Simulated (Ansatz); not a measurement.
## Computed properties of Ge2CN4 (β-Si3N4 sites, Pm)

All numbers come from Ansatz. These are computed values for a non-magnetic cell that may be hypothetical; none is a measurement.

The cell is Ge2CN4 on the sites of β-Si3N4 (relaxed group Pm); cell and atoms were relaxed with r2SCAN. The symmetry is Pm (No. 6, monoclinic); a = 7.313 Å, b = 2.924 Å, c = 7.394 Å, β = 117.0° in the conventional setting, 10.06 Å³ an atom. Ge is surrounded by 4 N at 1.77–1.86 Å; Ge is surrounded by 4 N at 1.76–1.84 Å; C is surrounded by 4 N at 1.42–1.71 Å; Ge is surrounded by 4 N at 1.83–1.84 Å; Ge is surrounded by 4 N at 1.84–1.93 Å; C is surrounded by 4 N at 1.39–1.75 Å; N is surrounded by 3 Ge at 1.80–1.84 Å; N is surrounded by 2 C at 1.43–1.44 Å and 1 Ge at 1.84 Å (further sites aren't listed).

```
CELL_PARAMETERS angstrom
7.31064 0.00000 -0.17179
0.00000 2.92366 0.00000
-3.80425 0.00000 6.68124
ATOMIC_POSITIONS crystal
Ge 0.62277 0.50000 0.83165
Ge 0.83006 0.00000 0.24700
C 0.74071 0.00000 0.55742
Ge 0.26718 0.50000 0.41439
Ge 0.15039 0.50000 0.77501
C 0.41739 0.00000 0.20049
N 0.33608 0.50000 0.68048
N 0.64300 0.00000 0.34047
N 0.65140 0.50000 0.60458
N 0.73489 0.00000 0.98021
N 0.96728 0.00000 0.68361
N 0.98555 0.50000 0.34484
N 0.28506 0.00000 0.28082
N 0.36825 0.50000 0.05904
```

Gaps on the r2SCAN cell, each the least over its mesh and the special points:

| level | k mesh | gap (eV) | kind | edges | least direct gap (eV) |
| --- | --- | --- | --- | --- | --- |
| PBE+SOC | 4×8×4 | 1.26 | indirect | (0.404, 0, 0.268) → Γ | 1.29 |
| r2SCAN | 4×8×4 | 1.52 | indirect | (0.404, 0, 0.268) → Γ | 1.55 |
| HSE06 | 2×6×2 | 2.54 | indirect | (0.404, 0, 0.268) → Γ | 2.55 |
| PBE0 | 2×6×2 | 3.28 | indirect | (0.404, 0, 0.268) → Γ | 3.29 |

PBE+SOC: smearing of 0.02 eV; the others have fixed occupations.
Wave cutoffs: 420 eV, 500 eV (r2SCAN).
Points off the special ones are mesh points or PBE's searched band edges, reused at the other levels. PBE's own run along the path (1.26 eV) came before the search for the edges and missed one, so it isn't listed.

The HSE06 gap is indirect, 2.54 eV (k = (0.404, 0, 0.268) to Γ), below the direct gap of 2.55 eV at Γ. Least and direct gap differ so little that the kind isn't settled.

Direct and least gap lie within 0.04 eV at some levels, so the kind of gap isn't settled.

r2SCAN (ground state on 4×8×4): ε∞: a tensor with principal values 5.38, 5.87, 6.45. Born charges, averaged over directions: Ge +3.19 to +3.73, C +2.88 to +2.97, N -2.62 to -2.32 e. The program notes that the ground state's band table doesn't vouch for all the bands that the response reads.

Only the levels marked +SOC include spin-orbit coupling.

Coordinates of k points refer to the reciprocal vectors of the primitive cell of the runs.

The meshes of the hybrids are coarse, so their gaps aren't converged to the digits shown.
